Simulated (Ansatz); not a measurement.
Ansatz input file:

```yaml
crystal:
  lattice:
    - [4.4965590059, 0.0, 0.0]
    - [-2.248279503, 3.8941343288, 0.0]
    - [0.0, 0.0, 7.9154439491]
  atoms:
    - { symbol: Ca, position: [0.0, 0.0, 0.0] }
    - { symbol: Mn, position: [0.6666666667, 0.3333333333, 0.6092575933], spin: 4.16 }
    - { symbol: Mn, position: [0.3333333333, 0.6666666667, 0.3907424067], spin: 4.16 }
    - { symbol: Bi, position: [0.6666666667, 0.3333333333, 0.2526389575] }
    - { symbol: Bi, position: [0.3333333333, 0.6666666667, 0.7473610425] }
basis:
  ecutwfc: 420
kpoints:
  mp_grid: { grid: [12, 12, 6] }
hamiltonian:
  xc: pbesol
scf:
  occupations: { method: gaussian, width: 0.1 }
output:
  forces: true
  stress: true
  eigenvalues: true
  populations: true
magnetization:
  spin_polarized: true
relax:
  adjacent_minimum: "off"
  f_tol: 0.01
  max_steps: 30
  cell: { stress_tol: 0.1, fix: [volume] }
```

Run as
```bash
ansatz run input.yaml --threads 2 --pin off --max-ram 5120MiB --backend cpu --events-out ev --progress --plain --runs-dir out
```

Level of theory: Ansatz, DFT PBEsol, scalar-relativistic, plane waves, PAW.

From the run's log, abridged (iterations and final results):

```
SCF iter   1: F=—  HF=-34014.873948 eV  |F-HF|=—  |Δ(HF+E_count)|=         —  Δρ=3.55e-2 (↑3.55e-2 ↓1.87e-2) dr2=5.94e0  dr2_m=2.52e-1  M=8.766 μB ∫|m|=8.913 μB  β_m=0.30  ethr=3.10e-3  ⟨swp⟩=10.7  Hψ=45113  notcnv=0
Mixer restart at iter 1: flushing history
spin=Collinear: Kerker preconditioning applied to the charge; magnetization (m = ρ↑ − ρ↓) channel mixes plain (no charge-response kernel on spin).
SCF iter   2: F=—  HF=-34014.625411 eV  |F-HF|=—  |Δ(HF+E_count)|=   2.49e-1  Δρ=1.88e-2 (↑1.88e-2 ↓1.26e-2) dr2=2.43e0  dr2_m=6.38e-2  M=8.733 μB ∫|m|=8.892 μB  β_m=0.49  ethr=3.10e-3  ⟨swp⟩=2.5  Hψ=14315  notcnv=0  defer=595
SCF iter   3: F=—  HF=-34014.570056 eV  |F-HF|=—  |Δ(HF+E_count)|=   5.54e-2  Δρ=5.16e-3 (↑4.48e-3 ↓5.16e-3) dr2=2.27e-1  dr2_m=2.10e-3  M=8.709 μB ∫|m|=8.900 μB  β_m=0.60  ethr=3.10e-3  ⟨swp⟩=3.2  Hψ=14556  notcnv=0  defer=595
SCF iter   4: F=—  HF=-34014.577638 eV  |F-HF|=—  |Δ(HF+E_count)|=         —  Δρ=4.63e-3 (↑4.63e-3 ↓2.29e-3) dr2=2.60e-2  dr2_m=9.85e-3  M=8.651 μB ∫|m|=8.873 μB  β_m=0.60  ethr=3.25e-4  ⟨swp⟩=2.8  Hψ=16068  notcnv=0  defer=637
Mixer restart at iter 4: flushing history
SCF iter   5: F=—  HF=-34014.572573 eV  |F-HF|=—  |Δ(HF+E_count)|=   5.06e-3  Δρ=1.44e-3 (↑1.00e-3 ↓1.44e-3) dr2=1.29e-2  dr2_m=6.23e-4  M=8.660 μB ∫|m|=8.881 μB  β_m=0.70  ethr=3.71e-5  ⟨swp⟩=2.0  Hψ=15460  notcnv=0  defer=644
SCF iter   6: F=—  HF=-34014.571195 eV  |F-HF|=—  |Δ(HF+E_count)|=   1.38e-3  Δρ=1.35e-3 (↑1.35e-3 ↓8.60e-4) dr2=7.49e-3  dr2_m=1.24e-4  M=8.681 μB ∫|m|=8.901 μB  β_m=0.71  ethr=1.85e-5  ⟨swp⟩=2.0  Hψ=12235  notcnv=0  defer=642
SCF iter   7: F=—  HF=-34014.570808 eV  |F-HF|=—  |Δ(HF+E_count)|=   3.86e-4  Δρ=4.98e-4 (↑4.30e-4 ↓4.98e-4) dr2=1.94e-3  dr2_m=1.54e-4  M=8.692 μB ∫|m|=8.912 μB  β_m=0.85  ethr=1.07e-5  ⟨swp⟩=2.1  Hψ=12633  notcnv=0  defer=644
SCF iter   8: F=—  HF=-34014.570622 eV  |F-HF|=—  |Δ(HF+E_count)|=   1.87e-4  Δρ=2.74e-4 (↑1.14e-4 ↓2.74e-4) dr2=1.38e-4  dr2_m=3.95e-5  M=8.695 μB ∫|m|=8.915 μB  β_m=0.93  ethr=2.77e-6  ⟨swp⟩=2.0  Hψ=11401  notcnv=0  defer=643
SCF iter   9: F=—  HF=-34014.570651 eV  |F-HF|=—  |Δ(HF+E_count)|=   2.86e-5  Δρ=1.09e-4 (↑5.54e-5 ↓1.09e-4) dr2=2.28e-5  dr2_m=6.84e-6  M=8.691 μB ∫|m|=8.912 μB  β_m=0.96  ethr=1.98e-7  ⟨swp⟩=2.0  Hψ=11140  notcnv=0  defer=643
SCF iter  10: F=—  HF=-34014.570655 eV  |F-HF|=—  |Δ(HF+E_count)|=   4.12e-6  Δρ=1.60e-5 (↑1.36e-5 ↓1.60e-5) dr2=2.06e-6  dr2_m=1.55e-8  M=8.689 μB ∫|m|=8.910 μB  β_m=0.98  ethr=3.26e-8  ⟨swp⟩=2.0  Hψ=11592  notcnv=0  defer=643
SCF iter  11: F=—  HF=-34014.570655 eV  |F-HF|=—  |Δ(HF+E_count)|=   4.40e-7  Δρ=8.73e-6 (↑4.35e-6 ↓8.73e-6) dr2=4.72e-7  dr2_m=1.68e-8  M=8.689 μB ∫|m|=8.910 μB  β_m=0.99  ethr=2.94e-9  ⟨swp⟩=2.0  Hψ=11994  notcnv=0  defer=643
SCF iter  12: F=—  HF=-34014.570655 eV  |F-HF|=—  |Δ(HF+E_count)|=   2.09e-8  Δρ=3.09e-6 (↑1.46e-6 ↓3.09e-6) dr2=5.04e-8  dr2_m=2.44e-9  M=8.689 μB ∫|m|=8.910 μB  β_m=1.00  ethr=6.75e-10  ⟨swp⟩=2.2  Hψ=11429  notcnv=0  defer=643
SCF iter  13: F=-34014.570655 eV  HF=-34014.570655 eV  |F-HF|=2.40e-10  |Δ(HF+E_count)|=   2.71e-9  Δρ=6.55e-7 (↑4.38e-7 ↓6.55e-7) dr2=2.06e-9  dr2_m=1.06e-10  M=8.689 μB ∫|m|=8.910 μB  ethr=7.20e-11  ⟨swp⟩=10.1  Hψ=37131  notcnv=0
SCF 1 converged in 13 iterations: F = -34014.570655 eV  dr2 = 2.06e-9
relax step   1: F+E_penalty+E_count = -34014.57065513 eV  Δ(F+E_penalty+E_count) = +0.000e0 eV  max|allowed force component| = 4.952e-2 eV/Å  Δτ_max = 0.0000 Å  P = -1.667 GPa  Ω = 138.601 Å³  fix = [volume]  reactions: volume -1.667 GPa (13 SCF iters, dr2 threshold 1.00e-7 eV, accepted)
Basis set: ecut = 420 eV, 2685 PW (Γ), exchange–correlation on 64×64×108 points (8 copies of the dense FFT grid, shifted against one another)
Initial density: handed on by an earlier stage of this run
Starting moments: Σ|m| = 8.32 μB on 2 of 5 sites; this step starts from the density that it was given
Initial wavefunctions: those handed on with the density
SCF iter   1: F=—  HF=-34014.572383 eV  |F-HF|=—  |Δ(HF+E_count)|=         —  Δρ=8.84e-4 (↑6.65e-4 ↓8.84e-4) dr2=1.82e-3  dr2_m=4.47e-4  M=8.714 μB ∫|m|=8.926 μB  β_m=0.65  ethr=2.84e-6  ⟨swp⟩=2.5  Hψ=41707  notcnv=0
spin=Collinear: Kerker preconditioning applied to the charge; magnetization (m = ρ↑ − ρ↓) channel mixes plain (no charge-response kernel on spin).
SCF iter   2: F=—  HF=-34014.572446 eV  |F-HF|=—  |Δ(HF+E_count)|=   6.26e-5  Δρ=3.11e-4 (↑2.41e-4 ↓3.11e-4) dr2=2.87e-4  dr2_m=6.81e-5  M=8.715 μB ∫|m|=8.926 μB  β_m=0.63  ethr=2.60e-6  ⟨swp⟩=2.2  Hψ=12283  notcnv=0
SCF iter   3: F=—  HF=-34014.572508 eV  |F-HF|=—  |Δ(HF+E_count)|=   6.28e-5  Δρ=8.84e-5 (↑8.84e-5 ↓8.11e-5) dr2=1.96e-5  dr2_m=5.66e-6  M=8.712 μB ∫|m|=8.925 μB  β_m=0.70  ethr=4.11e-7  ⟨swp⟩=2.1  Hψ=14038  notcnv=0
SCF iter   4: F=—  HF=-34014.572517 eV  |F-HF|=—  |Δ(HF+E_count)|=   8.62e-6  Δρ=6.45e-5 (↑2.29e-5 ↓6.45e-5) dr2=1.03e-5  dr2_m=1.27e-6  M=8.711 μB ∫|m|=8.923 μB  β_m=0.83  ethr=2.80e-8  ⟨swp⟩=2.1  Hψ=12250  notcnv=0
SCF iter   5: F=—  HF=-34014.572526 eV  |F-HF|=—  |Δ(HF+E_count)|=   9.31e-6  Δρ=5.95e-5 (↑5.95e-5 ↓4.28e-5) dr2=3.17e-6  dr2_m=2.83e-6  M=8.709 μB ∫|m|=8.922 μB  β_m=0.91  ethr=1.47e-8  ⟨swp⟩=2.0  Hψ=16279  notcnv=0
SCF iter   6: F=—  HF=-34014.572527 eV  |F-HF|=—  |Δ(HF+E_count)|=   4.73e-7  Δρ=1.58e-5 (↑1.58e-5 ↓8.42e-6) dr2=4.14e-7  dr2_m=8.26e-8  M=8.707 μB ∫|m|=8.921 μB  β_m=0.93  ethr=4.53e-9  ⟨swp⟩=2.4  Hψ=14795  notcnv=0
SCF iter   7: F=—  HF=-34014.572527 eV  |F-HF|=—  |Δ(HF+E_count)|=   1.77e-7  Δρ=3.39e-6 (↑1.76e-6 ↓3.39e-6) dr2=3.26e-8  dr2_m=2.02e-9  M=8.707 μB ∫|m|=8.921 μB  β_m=0.96  ethr=5.91e-10  ⟨swp⟩=2.0  Hψ=15982  notcnv=0
SCF iter   8: F=-34014.572527 eV  HF=-34014.572527 eV  |F-HF|=5.16e-8  |Δ(HF+E_count)|=   4.48e-8  Δρ=4.89e-6 (↑1.56e-6 ↓4.89e-6) dr2=6.41e-8  dr2_m=1.13e-8  M=8.708 μB ∫|m|=8.921 μB  ethr=4.65e-11  ⟨swp⟩=2.0  Hψ=27901  notcnv=0
SCF 2 converged in 8 iterations: F = -34014.572527 eV  dr2 = 6.41e-8
relax step   2: F+E_penalty+E_count = -34014.57252671 eV  Δ(F+E_penalty+E_count) = -1.872e-3 eV  max|allowed force component| = 2.990e-2 eV/Å  Δτ_max = 0.0138 Å  P = -1.542 GPa  Ω = 138.601 Å³  energy of the carried Pulay correction = -1.366e-17 eV  fix = [volume]  reactions: volume -1.542 GPa (8 SCF iters, dr2 threshold 1.53e-7 eV, accepted)
Basis set: ecut = 420 eV, 2649 PW (Γ), exchange–correlation on 64×64×108 points (8 copies of the dense FFT grid, shifted against one another)
SCF iter   1: F=—  HF=-34014.573145 eV  |F-HF|=—  |Δ(HF+E_count)|=         —  Δρ=6.97e-4 (↑6.53e-4 ↓6.97e-4) dr2=9.53e-4  dr2_m=4.23e-4  M=8.741 μB ∫|m|=8.944 μB  β_m=0.65  ethr=1.67e-6  ⟨swp⟩=2.2  Hψ=40987  notcnv=0
spin=Collinear: Kerker preconditioning applied to the charge; magnetization (m = ρ↑ − ρ↓) channel mixes plain (no charge-response kernel on spin).
SCF iter   2: F=—  HF=-34014.573191 eV  |F-HF|=—  |Δ(HF+E_count)|=   4.62e-5  Δρ=3.15e-4 (↑2.09e-4 ↓3.15e-4) dr2=3.30e-4  dr2_m=7.19e-5  M=8.744 μB ∫|m|=8.947 μB  β_m=0.65  ethr=1.36e-6  ⟨swp⟩=2.1  Hψ=11819  notcnv=0
SCF iter   3: F=—  HF=-34014.573249 eV  |F-HF|=—  |Δ(HF+E_count)|=   5.79e-5  Δρ=1.32e-4 (↑1.32e-4 ↓9.94e-5) dr2=8.32e-5  dr2_m=1.24e-5  M=8.749 μB ∫|m|=8.951 μB  β_m=0.75  ethr=4.71e-7  ⟨swp⟩=2.0  Hψ=11473  notcnv=0
SCF iter   4: F=—  HF=-34014.573237 eV  |F-HF|=—  |Δ(HF+E_count)|=   1.22e-5  Δρ=8.05e-5 (↑8.05e-5 ↓3.53e-5) dr2=2.60e-5  dr2_m=1.61e-6  M=8.749 μB ∫|m|=8.951 μB  β_m=0.69  ethr=1.19e-7  ⟨swp⟩=2.0  Hψ=13806  notcnv=0
SCF iter   5: F=—  HF=-34014.573229 eV  |F-HF|=—  |Δ(HF+E_count)|=   7.91e-6  Δρ=2.33e-5 (↑1.55e-5 ↓2.33e-5) dr2=1.82e-6  dr2_m=1.38e-7  M=8.750 μB ∫|m|=8.952 μB  β_m=0.82  ethr=3.72e-8  ⟨swp⟩=2.0  Hψ=13338  notcnv=0
SCF iter   6: F=—  HF=-34014.573231 eV  |F-HF|=—  |Δ(HF+E_count)|=   2.34e-6  Δρ=1.80e-5 (↑8.45e-6 ↓1.80e-5) dr2=3.75e-7  dr2_m=1.90e-7  M=8.748 μB ∫|m|=8.951 μB  β_m=0.91  ethr=2.61e-9  ⟨swp⟩=2.0  Hψ=16042  notcnv=0
SCF iter   7: F=—  HF=-34014.573232 eV  |F-HF|=—  |Δ(HF+E_count)|=   9.03e-7  Δρ=9.20e-6 (↑9.20e-6 ↓4.37e-6) dr2=1.28e-7  dr2_m=2.30e-8  M=8.748 μB ∫|m|=8.950 μB  β_m=0.96  ethr=5.36e-10  ⟨swp⟩=2.3  Hψ=16548  notcnv=0
SCF iter   8: F=—  HF=-34014.573232 eV  |F-HF|=—  |Δ(HF+E_count)|=   2.95e-8  Δρ=1.23e-6 (↑1.14e-6 ↓1.23e-6) dr2=1.17e-8  dr2_m=6.89e-11  M=8.748 μB ∫|m|=8.950 μB  β_m=0.98  ethr=1.83e-10  ⟨swp⟩=2.0  Hψ=13666  notcnv=0
SCF iter   9: F=-34014.573232 eV  HF=-34014.573232 eV  |F-HF|=2.55e-9  |Δ(HF+E_count)|=   3.08e-9  Δρ=1.03e-6 (↑3.98e-7 ↓1.03e-6) dr2=3.55e-9  dr2_m=5.29e-10  M=8.748 μB ∫|m|=8.950 μB  ethr=1.67e-11  ⟨swp⟩=2.0  Hψ=26087  notcnv=0
SCF 3 converged in 9 iterations: F = -34014.573232 eV  dr2 = 3.55e-9
relax step   3: F+E_penalty+E_count = -34014.57323202 eV  Δ(F+E_penalty+E_count) = -7.053e-4 eV  max|allowed force component| = 1.661e-2 eV/Å  Δτ_max = 0.0099 Å  P = -1.509 GPa  Ω = 138.601 Å³  fix = [volume]  reactions: volume -1.509 GPa (9 SCF iters, dr2 threshold 5.59e-8 eV, accepted)
SCF iter   1: F=—  HF=-34014.573361 eV  |F-HF|=—  |Δ(HF+E_count)|=         —  Δρ=4.75e-4 (↑4.68e-4 ↓4.75e-4) dr2=4.22e-4  dr2_m=2.08e-4  M=8.772 μB ∫|m|=8.967 μB  β_m=0.65  ethr=7.65e-7  ⟨swp⟩=3.0  Hψ=41502  notcnv=0
spin=Collinear: Kerker preconditioning applied to the charge; magnetization (m = ρ↑ − ρ↓) channel mixes plain (no charge-response kernel on spin).
SCF iter   2: F=—  HF=-34014.573380 eV  |F-HF|=—  |Δ(HF+E_count)|=   1.92e-5  Δρ=2.27e-4 (↑1.47e-4 ↓2.27e-4) dr2=1.63e-4  dr2_m=3.64e-5  M=8.774 μB ∫|m|=8.969 μB  β_m=0.65  ethr=6.02e-7  ⟨swp⟩=2.2  Hψ=12391  notcnv=0
SCF iter   3: F=—  HF=-34014.573417 eV  |F-HF|=—  |Δ(HF+E_count)|=   3.72e-5  Δρ=1.06e-4 (↑1.06e-4 ↓8.15e-5) dr2=4.90e-5  dr2_m=8.54e-6  M=8.778 μB ∫|m|=8.972 μB  β_m=0.76  ethr=2.33e-7  ⟨swp⟩=2.0  Hψ=11494  notcnv=0
SCF iter   4: F=—  HF=-34014.573411 eV  |F-HF|=—  |Δ(HF+E_count)|=   6.42e-6  Δρ=5.85e-5 (↑5.85e-5 ↓2.57e-5) dr2=1.42e-5  dr2_m=8.95e-7  M=8.779 μB ∫|m|=8.973 μB  β_m=0.71  ethr=7.01e-8  ⟨swp⟩=2.0  Hψ=13535  notcnv=0
SCF iter   5: F=—  HF=-34014.573406 eV  |F-HF|=—  |Δ(HF+E_count)|=   4.38e-6  Δρ=1.56e-5 (↑1.04e-5 ↓1.56e-5) dr2=9.43e-7  dr2_m=5.92e-8  M=8.779 μB ∫|m|=8.973 μB  β_m=0.86  ethr=2.04e-8  ⟨swp⟩=2.0  Hψ=13051  notcnv=0
SCF iter   6: F=—  HF=-34014.573408 eV  |F-HF|=—  |Δ(HF+E_count)|=   1.15e-6  Δρ=1.31e-5 (↑5.77e-6 ↓1.31e-5) dr2=2.06e-7  dr2_m=9.89e-8  M=8.778 μB ∫|m|=8.973 μB  β_m=0.93  ethr=1.35e-9  ⟨swp⟩=2.1  Hψ=14546  notcnv=0
SCF iter   7: F=—  HF=-34014.573408 eV  |F-HF|=—  |Δ(HF+E_count)|=   4.50e-7  Δρ=6.10e-6 (↑6.10e-6 ↓2.79e-6) dr2=8.16e-8  dr2_m=7.65e-9  M=8.778 μB ∫|m|=8.972 μB  β_m=0.96  ethr=2.94e-10  ⟨swp⟩=2.3  Hψ=16718  notcnv=0
SCF iter   8: F=—  HF=-34014.573408 eV  |F-HF|=—  |Δ(HF+E_count)|=   9.90e-9  Δρ=9.80e-7 (↑9.80e-7 ↓7.54e-7) dr2=6.27e-9  dr2_m=5.40e-11  M=8.778 μB ∫|m|=8.972 μB  β_m=0.98  ethr=1.17e-10  ⟨swp⟩=2.0  Hψ=11527  notcnv=0
SCF iter   9: F=-34014.573408 eV  HF=-34014.573408 eV  |F-HF|=1.40e-9  |Δ(HF+E_count)|=  8.29e-10  Δρ=7.36e-7 (↑2.40e-7 ↓7.36e-7) dr2=1.88e-9  dr2_m=2.34e-10  M=8.778 μB ∫|m|=8.972 μB  ethr=8.96e-12  ⟨swp⟩=2.2  Hψ=27887  notcnv=0
SCF 4 converged in 9 iterations: F = -34014.573408 eV  dr2 = 1.88e-9
relax step   4: F+E_penalty+E_count = -34014.57340805 eV  Δ(F+E_penalty+E_count) = -1.760e-4 eV  max|allowed force component| = 6.093e-4 eV/Å  Δτ_max = 0.0065 Å  P = -1.493 GPa  Ω = 138.601 Å³  energy of the carried Pulay correction = -1.366e-17 eV  fix = [volume]  reactions: volume -1.493 GPa (9 SCF iters, dr2 threshold 1.72e-8 eV, accepted)
Initial wavefunctions: pseudopotential atomic-orbital guess (no wavefunctions were taken with the density)
SCF iter   1: F=—  HF=-34014.573399 eV  |F-HF|=—  |Δ(HF+E_count)|=         —  Δρ=1.73e-5 (↑1.65e-5 ↓1.73e-5) dr2=4.88e-8  dr2_m=1.64e-8  M=8.778 μB ∫|m|=8.972 μB  β_m=0.65  ethr=2.04e-6  ⟨swp⟩=3.0  Hψ=66546  notcnv=0
spin=Collinear: Kerker preconditioning applied to the charge; magnetization (m = ρ↑ − ρ↓) channel mixes plain (no charge-response kernel on spin).
SCF iter   2: F=—  HF=-34014.573406 eV  |F-HF|=—  |Δ(HF+E_count)|=   7.14e-6  Δρ=6.20e-6 (↑5.95e-6 ↓6.20e-6) dr2=8.54e-9  dr2_m=2.18e-9  M=8.778 μB ∫|m|=8.972 μB  β_m=0.64  ethr=6.97e-11  ⟨swp⟩=3.3  Hψ=23703  notcnv=0
SCF iter   3: F=—  HF=-34014.573407 eV  |F-HF|=—  |Δ(HF+E_count)|=   5.90e-7  Δρ=5.50e-7 (↑5.45e-7 ↓5.50e-7) dr2=2.51e-10  dr2_m=1.25e-11  M=8.778 μB ∫|m|=8.972 μB  β_m=0.65  ethr=1.22e-11  ⟨swp⟩=2.0  Hψ=13593  notcnv=0
SCF iter   4: F=—  HF=-34014.573407 eV  |F-HF|=—  |Δ(HF+E_count)|=   3.83e-9  Δρ=2.08e-7 (↑1.61e-7 ↓2.08e-7) dr2=5.07e-11  dr2_m=3.12e-11  M=8.778 μB ∫|m|=8.972 μB  β_m=0.82  ethr=1.00e-12  ⟨swp⟩=1.9  Hψ=10533  notcnv=0
SCF iter   5: F=—  HF=-34014.573407 eV  |F-HF|=—  |Δ(HF+E_count)|=  7.28e-11  Δρ=1.66e-7 (↑4.01e-8 ↓1.66e-7) dr2=6.23e-11  dr2_m=8.47e-12  M=8.778 μB ∫|m|=8.972 μB  β_m=0.91  ethr=1.00e-12  ⟨swp⟩=1.0  Hψ=9400  notcnv=0
SCF iter   6: F=-34014.573407 eV  HF=-34014.573407 eV  |F-HF|=8.73e-11  |Δ(HF+E_count)|=  8.00e-11  Δρ=1.91e-7 (↑1.24e-7 ↓1.91e-7) dr2=8.87e-11  dr2_m=2.75e-11  M=8.778 μB ∫|m|=8.972 μB  ethr=1.00e-12  ⟨swp⟩=3.1  Hψ=29940  notcnv=0
SCF 5 converged in 6 iterations: F = -34014.573407 eV  dr2 = 8.87e-11
WARN: an SCF from antiferromagnetic starting moments (0.00, -4.16, 4.16, 0.00, 0.00 Bohr magnetons, atom by atom) was not made, by what the run has read of turns of its moments that order reads lower: the deck asks for what bars it, or types moments that do (magnetization.spin_polarized, in the input reference, names some of the keys), or the run goes by scf.lower_state_search: light, the default, which as a rule tries one only behind a close that has lost an order of both signs, or on which an open d or half-filled 4f shell of a PAW file has lost a moment that was set nearer to Hund's than to what is left; or, under a Hubbard U, one that names an f shell that the input leaves bare beside gi ...
SCF converged after 6 iterations
Magnetization: 8.7777 μB (39.3888 up, 30.6112 down)
Absolute magnetization: 8.9754 μB (∫|ρ↑−ρ↓|, with the PAW one-centre terms)
Spin contamination: 0.2019 ħ² per cell (⟨S²⟩ above its minimum at these occupations)
Per-site moments (μB) at R_I (Å): [(0.05909570, 1.35123466), (4.04501979, 1.16070238), (4.04501979, 1.16070238), (-0.02158204, 1.16070238), (-0.02158204, 1.16070238)]
Free energy (F): -34014.573407 eV
Harris-Foulkes:  -34014.573407 eV  (|F-HF|=8.73e-11)
Internal energy: -34014.554579 eV  (E = F + TS)
E sigma→0 (E₀):  -34014.563993 eV
Entropy (-TS):   -0.018828 eV (-3.766 meV/atom)
Fermi energy:    9.474359 eV
--- Per-component energies (eV) ---
  E_band       = -994.209989
  E_kinetic    = 1485.697971
  E_local      = -9418.245980  (includes V_loc(G=0)·N_el)
  E_nonlocal   = 1689.182739
  E_hartree    = 3621.383720
  E_xc         = -654.306445
  E_vxc        = -739.016914  (∫ρ·V_xc dr)
  E_paw        = -24410.413915  (= ΣΔE_a)
  E_vpaw       = -1254.593719  (= ΣTr[D̂ρ^β])
  E_aug_tail   = -0.000968  (compensation charges beyond the density's cutoff)
  E_ewald      = -6328.489300
  E_core_change = 0.637599  (= ΣΔE_core)
  E_smearing   = -0.018828  (= −TS)
--- Forces (eV/Å), atoms counted from 1 ---
  atom   1  Ca     0.00000000     0.00000000     0.00000000
  atom   2  Mn     0.00000000     0.00000000    -0.00055567
  atom   3  Mn     0.00000000     0.00000000     0.00055567
  atom   4  Bi     0.00000000     0.00000000    -0.00062051
  atom   5  Bi     0.00000000     0.00000000     0.00062051
--- Stress (GPa, compression-positive) ---
       -1.491451       0.000000       0.000000
        0.000000      -1.491451       0.000000
        0.000000       0.000000      -1.494266
  P = ⅓ Tr σ = -1.4924 GPa (-14.924 kbar)
--- Band table (eV; the first three rows and the last of 200) ---
  k-point 0 ↑: bands = ["-71.8261", "-71.8231", "-40.7227", "-40.7227", "-40.7099", "-40.7099", "-40.6829", "-40.6718", "-32.0091", "-13.1476", "-13.1476", "-13.1123", "-12.7968", "-12.7968", "-12.7800", "-12.7758", "-12.7502", "-12.7502", "-12.7484", "-12.7484", "-12.7381", "-12.7381", "-2.1054", "-1.3974", "4.6558", "5.8677", "5.8718", "5.8718", "5.9488", "5.9488", "6.5979", "6.5979", "6.8887", "7.0004", "7.0004", "9.3683", "9.3683", "10.1290", "10.2257", "10.8606", "10.8606", "11.3847", "11.4529", "11.9924", "11.9924", "12.6586", "12.6586"]
  k-point 1 ↑: bands = ["-71.8261", "-71.8231", "-40.7227", "-40.7227", "-40.7099", "-40.7099", "-40.6829", "-40.6718", "-32.0091", "-13.1476", "-13.1476", "-13.1122", "-12.7964", "-12.7964", "-12.7804", "-12.7754", "-12.7501", "-12.7501", "-12.7483", "-12.7483", "-12.7386", "-12.7386", "-2.0680", "-1.4500", "4.7595", "5.8485", "5.8589", "5.8589", "5.9559", "5.9559", "6.6076", "6.6076", "6.8885", "6.9976", "6.9976", "9.3025", "9.4274", "9.4274", "10.6811", "10.6811", "10.8838", "11.4261", "11.6902", "12.0138", "12.0138", "12.8426", "12.8426"]
  k-point 2 ↑: bands = ["-71.8261", "-71.8231", "-40.7227", "-40.7227", "-40.7099", "-40.7099", "-40.6829", "-40.6718", "-32.0091", "-13.1477", "-13.1477", "-13.1122", "-12.7956", "-12.7956", "-12.7811", "-12.7749", "-12.7500", "-12.7500", "-12.7480", "-12.7480", "-12.7398", "-12.7398", "-1.9661", "-1.5818", "5.0074", "5.7804", "5.8377", "5.8377", "5.9662", "5.9662", "6.6266", "6.6266", "6.8892", "6.9919", "6.9919", "8.6350", "9.5944", "9.5944", "10.3295", "10.3295", "11.0264", "11.4735", "12.0162", "12.0162", "12.4151", "13.2876", "13.2876"]
  k-point 99 ↓: bands = ["-67.5936", "-67.5936", "-36.5559", "-36.5559", "-36.5463", "-36.5317", "-36.5317", "-36.5266", "-31.9740", "-13.1318", "-13.1087", "-13.1087", "-12.7954", "-12.7782", "-12.7782", "-12.7695", "-12.7695", "-12.7511", "-12.7496", "-12.7372", "-12.7372", "-12.7297", "-1.1150", "-1.1150", "5.7904", "5.7904", "6.4035", "6.6175", "7.7802", "7.7802", "9.3148", "9.7040", "9.7040", "9.7633", "10.4051", "10.5819", "10.5819", "10.9740", "10.9740", "11.3917", "12.4025", "12.4025", "12.5709", "13.6591", "13.6591", "13.8287", "13.8287"]
--- Relaxed structure (4 steps of the walk, 4 accepted, 1 SCFs on fresh bases) ---
  F+E_penalty+E_count = -34014.57340693 eV   max|allowed force component| = 6.205e-4 eV/Å   (the final SCF, on the basis selected at the relaxed cell)
  cell:  # Å, volume = 138.6010 Å³
    - [4.52158486, 0.0, 0.0]
    - [-2.26079243, 3.91580735, 0.0]
    - [0.0, 0.0, 7.82806636]
  atoms:
    - { symbol: Ca, position: [0.0, 0.0, 0.0] }
    - { symbol: Mn, position: [0.66666666, 0.33333333, 0.61307958] }
    - { symbol: Mn, position: [0.33333333, 0.66666666, 0.38692041] }
    - { symbol: Bi, position: [0.66666666, 0.33333333, 0.25277578] }
    - { symbol: Bi, position: [0.33333333, 0.66666666, 0.74722421] }
--- Löwdin populations: 5 sites ---
  site symbol q [e]    m [muB]
     0     Ca      8.4440     0.0281
     1     Mn     14.1938     4.2724
     2     Mn     14.1938     4.2724
     3     Bi     16.2317     0.0321
     4     Bi     16.2317     0.0321
  spilling = 0.010071 (of n_electrons = 70.000000)
```

The relaxation met its thresholds.

It took 120 s on 2 threads of Intel(R) Xeon(R) 6975P-C (Granite Rapids) (shared host), peak memory 1.1 GiB.

The state reached may not be the lowest one. Spin-orbit coupling is left out, which matters for the bands of heavy elements. The program reads another magnetic order as possibly lower. Only parallel moments were tried here.